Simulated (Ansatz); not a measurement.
**Sr2H6Os: relaxation (Ansatz)**

The input file (Ansatz 0.2.0, plane waves):

```yaml
crystal:
  lattice:
    - [0.0, 3.773038, 3.773038]
    - [3.773038, 0.0, 3.773038]
    - [3.773038, 3.773038, 0.0]
  atoms:
    - { symbol: Os, position: [0.0, 0.0, 0.0] }
    - { symbol: Sr, position: [0.25, 0.25, 0.25] }
    - { symbol: Sr, position: [0.75, 0.75, 0.75] }
    - { symbol: H, position: [0.777, 0.223, 0.223] }
    - { symbol: H, position: [0.223, 0.777, 0.223] }
    - { symbol: H, position: [0.223, 0.777, 0.777] }
    - { symbol: H, position: [0.777, 0.223, 0.777] }
    - { symbol: H, position: [0.223, 0.223, 0.777] }
    - { symbol: H, position: [0.777, 0.777, 0.223] }
  symmetry: { tolerance: 0.0003 }
kpoints:
  mp_grid: { grid: [6, 6, 6], shift: [0, 0, 0] }
magnetization:
  spin_polarized: false
scf:
  occupations: { method: fermi_dirac, width: 0.0159 }
  lower_state_search: "off"
hamiltonian:
  pseudopotentials: { kind: paw }
  xc: pbesol
basis:
  ecutwfc: 420
  fft_grid_basis: typed
relax:
  max_steps: 80
  cell: { p_target: 0.0 }
  f_tol: 0.03
output:
  forces: true
  stress: true
  eigenvalues: true
  bader: true
  populations: true
  elf: true
  write_potential: true
  volumetric_format: npy
  dos:
    e_range: [-12, 8]
    de: 0.05
    projected: { site_lists: { H: [H], Os: [Os], Sr: [Sr] } }
checkpoint:
  read: saved_state
```

Launch command:

```bash
ansatz run input.yaml --threads 2 --pin off --max-ram 3584MiB --backend cpu --events-out ev --progress --plain --runs-dir out
```

Origin of the cell: a known structure type with other elements, at an estimated volume, so it need not be a known compound.

The saved state is a converged single point of the same cell.

Steps («new basis» is an SCF on plane waves selected anew at the same cell):

```
step  ΔF (meV/atom)  max force component (eV/Å)  P (GPa)  volume (Å³)  SCF iterations   step was
   1            0.0                       0.617     2.82       107.42               5   accepted
   2           -7.0                       0.227    -0.52       106.39               6   accepted
   3           -8.2                       0.031    -0.57       108.32               6   accepted
   4           -8.5                       0.011     0.12       107.32               5   accepted
   5           -8.5                       0.000     0.00       107.46               4   accepted
   6           -8.5                       0.000     0.00       107.46               6  new basis
```

Step 1, with forces in eV/Å:

```xyz
9
Lattice="0.000 3.773 3.773 3.773 0.000 3.773 3.773 3.773 0.000" Properties=species:S:1:pos:R:3:forces:R:3 pbc="T T T" step=1
Os    0.000    0.000    0.000    0.000    0.000    0.000
Sr    1.887    1.887    1.887    0.000    0.000    0.000
Sr    5.660    5.660    5.660    0.000    0.000    0.000
H     1.683    3.773    3.773    0.617    0.000    0.000
H     3.773    1.683    3.773    0.000    0.617    0.000
H     5.863    3.773    3.773   -0.617    0.000    0.000
H     3.773    5.863    3.773    0.000   -0.617    0.000
H     3.773    3.773    1.683    0.000    0.000    0.617
H     3.773    3.773    5.863    0.000    0.000   -0.617
```

Step 2, with forces in eV/Å:

```xyz
9
Lattice="0.000 3.761 3.761 3.761 0.000 3.761 3.761 3.761 0.000" Properties=species:S:1:pos:R:3:forces:R:3 pbc="T T T" step=2
Os    0.000    0.000    0.000    0.000    0.000    0.000
Sr    1.880    1.880    1.880    0.000    0.000    0.000
Sr    5.641    5.641    5.641    0.000    0.000    0.000
H     1.742    3.761    3.761   -0.227    0.000    0.000
H     3.761    1.742    3.761    0.000   -0.227    0.000
H     5.779    3.761    3.761    0.227    0.000    0.000
H     3.761    5.779    3.761    0.000    0.227    0.000
H     3.761    3.761    1.742    0.000    0.000   -0.227
H     3.761    3.761    5.779    0.000    0.000    0.227
```

Step 3, with forces in eV/Å:

```xyz
9
Lattice="0.000 3.783 3.783 3.783 0.000 3.783 3.783 3.783 0.000" Properties=species:S:1:pos:R:3:forces:R:3 pbc="T T T" step=3
Os    0.000    0.000    0.000    0.000    0.000    0.000
Sr    1.892    1.892    1.892    0.000    0.000    0.000
Sr    5.675    5.675    5.675    0.000    0.000    0.000
H     1.728    3.783    3.783   -0.031    0.000    0.000
H     3.783    1.728    3.783    0.000   -0.031    0.000
H     5.839    3.783    3.783    0.031    0.000    0.000
H     3.783    5.839    3.783    0.000    0.031    0.000
H     3.783    3.783    1.728    0.000    0.000   -0.031
H     3.783    3.783    5.839    0.000    0.000    0.031
```

Step 4, with forces in eV/Å:

```xyz
9
Lattice="0.000 3.772 3.772 3.772 0.000 3.772 3.772 3.772 0.000" Properties=species:S:1:pos:R:3:forces:R:3 pbc="T T T" step=4
Os    0.000    0.000    0.000    0.000    0.000    0.000
Sr    1.886    1.886    1.886    0.000    0.000    0.000
Sr    5.658    5.658    5.658    0.000    0.000    0.000
H     1.724    3.772    3.772    0.011    0.000    0.000
H     3.772    1.724    3.772    0.000    0.011    0.000
H     5.819    3.772    3.772   -0.011    0.000    0.000
H     3.772    5.819    3.772    0.000   -0.011    0.000
H     3.772    3.772    1.724    0.000    0.000    0.011
H     3.772    3.772    5.819    0.000    0.000   -0.011
```

Step 6, with forces in eV/Å:

```xyz
9
Lattice="0.000 3.773 3.773 3.773 0.000 3.773 3.773 3.773 0.000" Properties=species:S:1:pos:R:3:forces:R:3 pbc="T T T" step=6
Os    0.000    0.000    0.000    0.000    0.000    0.000
Sr    1.887    1.887    1.887    0.000    0.000    0.000
Sr    5.660    5.660    5.660    0.000    0.000    0.000
H     1.725    3.773    3.773    0.000    0.000    0.000
H     3.773    1.725    3.773    0.000    0.000    0.000
H     5.822    3.773    3.773    0.000    0.000    0.000
H     3.773    5.822    3.773    0.000    0.000    0.000
H     3.773    3.773    1.725    0.000    0.000    0.000
H     3.773    3.773    5.822    0.000    0.000    0.000
```

```yaml
Free_energy_lowered_by: 8.5 meV/atom
Volume_change: 0.03 %
Final_pressure: 0.00 GPa
Relaxation_steps_listed: 6
Gap_on_the_mesh: 2.34 eV
```

Caveats: no spin-orbit coupling, though heavy elements are present; the relaxation held the start's symmetry, so the end may be a saddle point.

Time: 48 s on 2 threads of Arm Neoverse V1, on a shared host, peak memory 0.41 GiB, from a saved density.
